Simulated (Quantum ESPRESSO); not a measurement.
## LiNb3WAlMg2 (one run as intended and one with a planted mistake)

A calculation, not a measurement. The program is pw.x of Quantum ESPRESSO 7.5 (plane-wave density functional theory). The cell is made up: eight metal atoms on a face-centred cubic lattice, with elements, volume, strain and displacements drawn at random and not relaxed, so it may be unstable or far from any real phase. PseudoDojo standard norm-conserving files set the functional (PBE unless stated); there is no spin polarisation or spin-orbit coupling, the Fermi-Dirac width of 0.25 eV means electrons at about 2900 K, and the masses in the input are unused placeholders. Heavy elements are run without spin-orbit coupling, which real alloys of them have. A spin test at this wide smearing found no moment, but such smearing suppresses magnetism that the real alloy may have.

Intended input:

```
&control calculation='scf', pseudo_dir='./dojo.nc.sr.pbe.v0_5.standard.upf', outdir='./o', disk_io='minimal', tprnfor=.true., tstress=.true. /
&system ibrav=0, nat=8, ntyp=5, nbnd=53, ecutwfc=84.00895049, nosym=.true., tot_charge=0,
 occupations='smearing', smearing='fd', degauss=0.0183746611
/
&electrons conv_thr=1.470e-08, electron_maxstep=70, mixing_beta=0.5 /
ATOMIC_SPECIES
Al 1.0 Al.upf
Li 1.0 Li.upf
Mg 1.0 Mg.upf
Nb 1.0 Nb.upf
W 1.0 W.upf
CELL_PARAMETERS angstrom
0.0 2.0716 2.0716
0.0 4.1433 -4.1433
-8.2866 -2.0716 2.0716
ATOMIC_POSITIONS angstrom
Li 0.0392 -0.0739 -0.087
Nb -4.1657 -0.0668 0.0683
W -0.015 2.015 -2.017
Nb -4.0624 2.1369 -2.2363
Nb -6.1803 -0.1 1.9632
Al -1.9717 2.0823 0.041
Mg -6.2694 2.0253 0.0004
Mg -2.139 4.1625 -2.0351
K_POINTS automatic
8 4 3 1 1 1
```

The log is shortened where brackets say so; the opening notice, blank lines, dates and the lines on written files are dropped, and the path of the files is cut. It prints rydbergs, bohrs and kilobars, and counts compression as positive stress. Its total energy is the free energy E - TS of the whole cell.

Log of the intended run:

```
     Program PWSCF v.7.5
     Parallel version (MPI & OpenMP), running on       4 processor cores
     Number of MPI processes:                 4
     Threads/MPI process:                     1
     [start-up lines left out]
     bravais-lattice index     =            0
     lattice parameter (alat)  =       5.5363  a.u.
     unit-cell volume          =     959.9647 (a.u.)^3
     number of atoms/cell      =            8
     number of atomic types    =            5
     number of electrons       =        79.00
     number of Kohn-Sham states=           53
     kinetic-energy cutoff     =      84.0090  Ry
     charge density cutoff     =     336.0358  Ry
     scf convergence threshold =      1.5E-08
     mixing beta               =       0.5000
     number of iterations used =            8  plain     mixing
     Exchange-correlation= PBE
                           (   1   4   3   4   0   0   0)
     [axes and pseudopotential details left out]
   Cartesian axes
     site n.     atom                  positions (alat units)
         1        Li     tau(   1) = (   0.0133803  -0.0252246  -0.0296960  )
         2        Nb     tau(   2) = (  -1.4218936  -0.0228011   0.0233131  )
         3        W      tau(   3) = (  -0.0051200   0.6877873  -0.6884700  )
         4        Nb     tau(   4) = (  -1.3866338   0.7293959  -0.7633244  )
         5        Nb     tau(   5) = (  -2.1095443  -0.0341334   0.6701062  )
         6        Al     tau(   6) = (  -0.6730075   0.7107591   0.0139947  )
         7        Mg     tau(   7) = (  -2.1399572   0.6913030   0.0001365  )
         8        Mg     tau(   8) = (  -0.7301127   1.4208013  -0.6946481  )
     number of k points=    48  Fermi-Dirac smearing, width (Ry)=  0.0184
                       cart. coord. in units 2pi/alat
        k(    1) = (  -0.0810202   0.0883873   0.0000011), wk =   0.0416667
        k(    2) = (   0.1546764   0.0883873   0.0000011), wk =   0.0416667
     [further k points left out]
     Dense  grid:    99807 G-vectors     FFT dimensions: (  36,  72, 100)
     Estimated max dynamical RAM per process >     285.74 MB
     Estimated total dynamical RAM >       1.04 GB
     Initial potential from superposition of free atoms
     starting charge      78.9839, renormalised to      79.0000
     Starting wfcs are   56 randomized atomic wfcs
     total cpu time spent up to now is        3.8 secs
     per-process dynamical memory:   216.8 Mb
     Self-consistent Calculation
     iteration #  1     ecut=    84.01 Ry     beta= 0.50
     Davidson diagonalization with overlap
     ethr =  1.00E-02,  avg # of iterations =  4.8
     total cpu time spent up to now is       12.2 secs
     total energy              =    -781.55691685 Ry
     estimated scf accuracy    <       0.79551496 Ry
     iteration #  2     ecut=    84.01 Ry     beta= 0.50
     Davidson diagonalization with overlap
     ethr =  1.01E-03,  avg # of iterations =  6.0
     total cpu time spent up to now is       20.7 secs
     total energy              =    -780.32994583 Ry
     estimated scf accuracy    <      27.86723405 Ry
     [iterations 3 to 13 left out]
     iteration # 14     ecut=    84.01 Ry     beta= 0.50
     Davidson diagonalization with overlap
     ethr =  6.48E-11,  avg # of iterations =  2.0
     total cpu time spent up to now is       96.1 secs
     total energy              =    -781.91299683 Ry
     estimated scf accuracy    <       0.00000031 Ry
     iteration # 15     ecut=    84.01 Ry     beta= 0.50
     Davidson diagonalization with overlap
     ethr =  6.48E-11,  avg # of iterations =  2.0
     total cpu time spent up to now is      101.7 secs
     End of self-consistent calculation
     [lines on levels left out]
!    total energy              =    -781.91299684 Ry
     estimated scf accuracy    <       0.00000001 Ry
     smearing contrib. (-TS)   =      -0.09546671 Ry
     internal energy E=F+TS    =    -781.81753013 Ry
     The total energy is F=E-TS. E is the sum of the following terms:
     one-electron contribution =    -367.50338376 Ry
     hartree contribution      =     202.64886858 Ry
     xc contribution           =    -148.74096001 Ry
     ewald contribution        =    -468.22205494 Ry
     convergence has been achieved in  15 iterations
     Forces acting on atoms (cartesian axes, Ry/au):
     atom    1 type  2   force =    -0.01185958   -0.00323238    0.00744209
     atom    2 type  4   force =     0.03446736    0.04753821   -0.03458057
     atom    3 type  5   force =    -0.00609614   -0.01862233    0.02357750
     atom    4 type  4   force =    -0.02748657   -0.04830670    0.06076668
     atom    5 type  4   force =    -0.05104198    0.00622643   -0.01338418
     atom    6 type  1   force =    -0.00957269    0.00794853   -0.02020524
     atom    7 type  3   force =    -0.00608187    0.01192169   -0.00810046
     atom    8 type  3   force =     0.07767147   -0.00347345   -0.01551582
     Total force =     0.149961     Total SCF correction =     0.000470
     Computing stress (Cartesian axis) and pressure
          total   stress  (Ry/bohr**3)                   (kbar)     P=       19.70
   0.00025426   0.00003575  -0.00006525           37.40        5.26       -9.60
   0.00003575   0.00010786  -0.00022194            5.26       15.87      -32.65
  -0.00006525  -0.00022194   0.00003973           -9.60      -32.65        5.84
     init_run     :      3.61s CPU      3.74s WALL (       1 calls)
     electrons    :     97.44s CPU     97.88s WALL (       1 calls)
     forces       :      0.97s CPU      0.99s WALL (       1 calls)
     stress       :      3.61s CPU      3.61s WALL (       1 calls)
     [timing details left out]
     PWSCF        :   1m45.73s CPU   1m46.34s WALL
     JOB DONE.
```

A second run has one planted mistake: two atoms have their elements exchanged. The input lines that differ:

```
- Li 0.0392 -0.0739 -0.087
+ Nb 0.0392 -0.0739 -0.087
- Nb -4.0624 2.1369 -2.2363
+ Li -4.0624 2.1369 -2.2363
```

Its log:

```
     Program PWSCF v.7.5
     Parallel version (MPI & OpenMP), running on       4 processor cores
     Number of MPI processes:                 4
     Threads/MPI process:                     1
     [start-up lines left out]
     bravais-lattice index     =            0
     lattice parameter (alat)  =       5.5363  a.u.
     unit-cell volume          =     959.9647 (a.u.)^3
     number of atoms/cell      =            8
     number of atomic types    =            5
     number of electrons       =        79.00
     number of Kohn-Sham states=           53
     kinetic-energy cutoff     =      84.0090  Ry
     charge density cutoff     =     336.0358  Ry
     scf convergence threshold =      1.5E-08
     mixing beta               =       0.5000
     number of iterations used =            8  plain     mixing
     Exchange-correlation= PBE
                           (   1   4   3   4   0   0   0)
     [axes and pseudopotential details left out]
   Cartesian axes
     site n.     atom                  positions (alat units)
         1        Nb     tau(   1) = (   0.0133803  -0.0252246  -0.0296960  )
         2        Nb     tau(   2) = (  -1.4218936  -0.0228011   0.0233131  )
         3        W      tau(   3) = (  -0.0051200   0.6877873  -0.6884700  )
         4        Li     tau(   4) = (  -1.3866338   0.7293959  -0.7633244  )
         5        Nb     tau(   5) = (  -2.1095443  -0.0341334   0.6701062  )
         6        Al     tau(   6) = (  -0.6730075   0.7107591   0.0139947  )
         7        Mg     tau(   7) = (  -2.1399572   0.6913030   0.0001365  )
         8        Mg     tau(   8) = (  -0.7301127   1.4208013  -0.6946481  )
     number of k points=    48  Fermi-Dirac smearing, width (Ry)=  0.0184
                       cart. coord. in units 2pi/alat
        k(    1) = (  -0.0810202   0.0883873   0.0000011), wk =   0.0416667
        k(    2) = (   0.1546764   0.0883873   0.0000011), wk =   0.0416667
     [further k points left out]
     Dense  grid:    99807 G-vectors     FFT dimensions: (  36,  72, 100)
     Estimated max dynamical RAM per process >     285.74 MB
     Estimated total dynamical RAM >       1.04 GB
     Initial potential from superposition of free atoms
     starting charge      78.9839, renormalised to      79.0000
     Starting wfcs are   56 randomized atomic wfcs
     total cpu time spent up to now is        3.8 secs
     per-process dynamical memory:   216.8 Mb
     Self-consistent Calculation
     iteration #  1     ecut=    84.01 Ry     beta= 0.50
     Davidson diagonalization with overlap
     ethr =  1.00E-02,  avg # of iterations =  4.9
     Threshold (ethr) on eigenvalues was too large:
     Diagonalizing with lowered threshold
     Davidson diagonalization with overlap
     ethr =  9.11E-04,  avg # of iterations =  1.9
     total cpu time spent up to now is       17.2 secs
     total energy              =    -781.63566952 Ry
     estimated scf accuracy    <       0.75264134 Ry
     iteration #  2     ecut=    84.01 Ry     beta= 0.50
     Davidson diagonalization with overlap
     ethr =  9.53E-04,  avg # of iterations =  3.9
     total cpu time spent up to now is       24.3 secs
     total energy              =    -781.14141605 Ry
     estimated scf accuracy    <       8.00222814 Ry
     [iterations 3 to 15 left out]
     iteration # 16     ecut=    84.01 Ry     beta= 0.50
     Davidson diagonalization with overlap
     ethr =  1.01E-10,  avg # of iterations =  1.8
     total cpu time spent up to now is      108.1 secs
     total energy              =    -781.92169841 Ry
     estimated scf accuracy    <       0.00000002 Ry
     iteration # 17     ecut=    84.01 Ry     beta= 0.50
     Davidson diagonalization with overlap
     ethr =  1.96E-11,  avg # of iterations =  2.0
     total cpu time spent up to now is      113.9 secs
     End of self-consistent calculation
     [lines on levels left out]
!    total energy              =    -781.92169840 Ry
     estimated scf accuracy    <       0.00000001 Ry
     smearing contrib. (-TS)   =      -0.09749223 Ry
     internal energy E=F+TS    =    -781.82420617 Ry
     The total energy is F=E-TS. E is the sum of the following terms:
     one-electron contribution =    -369.66903249 Ry
     hartree contribution      =     203.68600639 Ry
     xc contribution           =    -148.71449095 Ry
     ewald contribution        =    -467.12668912 Ry
     convergence has been achieved in  17 iterations
     Forces acting on atoms (cartesian axes, Ry/au):
     atom    1 type  4   force =    -0.01859042    0.00392029    0.01080839
     atom    2 type  4   force =     0.00783561    0.03281359   -0.03398244
     atom    3 type  5   force =    -0.01851136    0.01211670    0.00456470
     atom    4 type  2   force =     0.00159866   -0.03078765    0.03162052
     atom    5 type  4   force =    -0.00118970    0.00763707   -0.00765738
     atom    6 type  1   force =    -0.01980587   -0.00838349   -0.00720150
     atom    7 type  3   force =     0.02090150    0.00137803   -0.00054984
     atom    8 type  3   force =     0.02776158   -0.01869454    0.00239754
     Total force =     0.086193     Total SCF correction =     0.000521
     Computing stress (Cartesian axis) and pressure
          total   stress  (Ry/bohr**3)                   (kbar)     P=       13.01
   0.00026318  -0.00018893   0.00016951           38.71      -27.79       24.94
  -0.00018893   0.00004655  -0.00020988          -27.79        6.85      -30.87
   0.00016951  -0.00020988  -0.00004441           24.94      -30.87       -6.53
     init_run     :      3.57s CPU      3.69s WALL (       1 calls)
     electrons    :    109.64s CPU    110.09s WALL (       1 calls)
     forces       :      1.06s CPU      1.06s WALL (       1 calls)
     stress       :      3.72s CPU      3.72s WALL (       1 calls)
     [timing details left out]
     PWSCF        :   1m58.18s CPU   1m58.76s WALL
     JOB DONE.
```

```
                                            intended run  run with the mistake
                          free energy (eV)    -10638.468            -10638.587
         entropy term -TS, part of it (eV)        -1.299                -1.326
                            pressure (GPa)          1.97                  1.30
size of the largest force component (eV/Å)         1.997                 0.874
largest change of a force component (eV/Å)                               1.283
                                iterations            15                    17
```

For scale, a rerun of the intended cell at a higher cutoff and on a denser mesh moved values by no more than 0.002 eV in energy, 0.04 GPa in stress and 0.012 eV/Å in force, and a second program with other atomic files agreed on that cell to 2 % rms in force and 0.5 GPa in pressure.